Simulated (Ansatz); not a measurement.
Values for one crystal, relaxed and computed with the program Ansatz at the r²SCAN level (PAW); other levels are named.

- Volume per atom = 26.51 Å³
- Band gap = 0.20 eV (direct)
- Young's modulus = 84.5 GPa
- Electron effective mass = 0.013, 0.013, 0.021 mₑ (principal values)
- Bulk modulus (Birch–Murnaghan fit) = 61.2 GPa
- Conduction-band minimum = at Γ
- Hole effective mass, band 2 of 2 at the edge = 0.013 along x, 0.39 along z (mₑ)

Problem. Which compound is it?
A) GaN, wurtzite
B) In2GaAs3, I-4m2 (In on 4e, Ga on 2a, As on 2d, As on 4f)
C) AlGaN2, P-4m2 (Al on 1c, Ga on 1a, N on 2g)
D) InP, P6_422 (In on 3c, P on 3d)

Solution. B, In2GaAs3, I-4m2 (In on 4e, Ga on 2a, As on 2d, As on 4f)

The workflow started from a Materials Project entry (that database holds measured and hypothetical structures alike); the Crystallography Open Database copy checked does not list it. With In and Ga taken as one species the cell has the higher symmetry F-43m, so it may be an ordered model of a mixed-site phase. Whether it is the stable phase at ambient conditions was not checked. The cell was relaxed with r²SCAN under the symmetry of its start; its stability against distortions is not shown here. Scalar-relativistic: spin–orbit coupling is off unless named, which matters more the heavier the elements.

Potentials: the later of the program's two PAW sets.
